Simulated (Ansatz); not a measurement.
NaH (rock salt), relaxed and computed with several functionals in Ansatz (plane waves, PAW).

```csv
functional,a (Å),gap (eV),B₀ by P(V) fit (GPa)
r²SCAN,4.794,4.40,24.4
LDA,4.690,3.55,27.4
PBEsol,4.791,3.61,24.0
HSE06,___,___,___
PBE,4.832,3.76,23.2
```

What belongs in the gaps?


- HSE06, a (Å): 4.804
- HSE06, gap (eV): 4.84
- HSE06, B₀ by P(V) fit (GPa): 24.1

All cells were relaxed under the symmetry of their starts (and spin orders); stability against distortions was not tested throughout.

Potentials: the later of the program's two PAW sets.

Ansatz (a program for electronic structure) is a plane-wave DFT program.
